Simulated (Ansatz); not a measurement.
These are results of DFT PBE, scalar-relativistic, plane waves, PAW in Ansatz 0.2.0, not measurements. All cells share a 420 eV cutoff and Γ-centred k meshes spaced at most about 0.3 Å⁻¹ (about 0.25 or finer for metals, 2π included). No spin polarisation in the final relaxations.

All energies are static (0 K, no zero-point motion). All come from trial cells, and lower structures may exist.

Question: These unrelaxed guesses for RbGe4N2 are each relaxed within their symmetry. Order them by the energy at which they end, lowest first.
A.

Space group P-3m1 (No. 164). a = 3.320 Å, b = 3.320 Å, c = 13.756 Å, α = 90.00°, β = 90.00°, γ = 120.00°
```tsv
atom	site	symmetry	x	y	z
Rb	1b	-3m.	0.0000	0.0000	0.5000
Ge	2d	3m.	0.6667	0.3333	0.3553
Ge	2d	3m.	0.3333	0.6667	0.8652
N	2c	3m.	0.0000	0.0000	0.2427
```

B.

Space group I4/mmm (No. 139). a = 6.582 Å, b = 6.582 Å, c = 5.809 Å, α = 90.00°, β = 90.00°, γ = 90.00°
| atom | site | symmetry | x | y | z |
| --- | --- | --- | --- | --- | --- |
| Rb | 2a | 4/mmm | 0.0000 | 0.0000 | 0.0000 |
| Ge | 8j | m2m. | 0.0000 | 0.2429 | 0.5000 |
| N | 4d | -4m2 | 0.5000 | 0.0000 | 0.2500 |

Answer: B (ends in I4/mmm, 0 meV/atom), A (ends in P-3m1, 175 meV/atom). Even the lowest end lies +0.28 eV/atom against the elements.

In I4/mmm, P-3m1 an odd number of electrons in the primitive cell allows no gap without spin; a larger cell or a magnetic state could open one. Cells relaxed within their symmetry can be saddle points. Some structure types and database cells were kept out of the candidates from the start, so a known form may be missing.
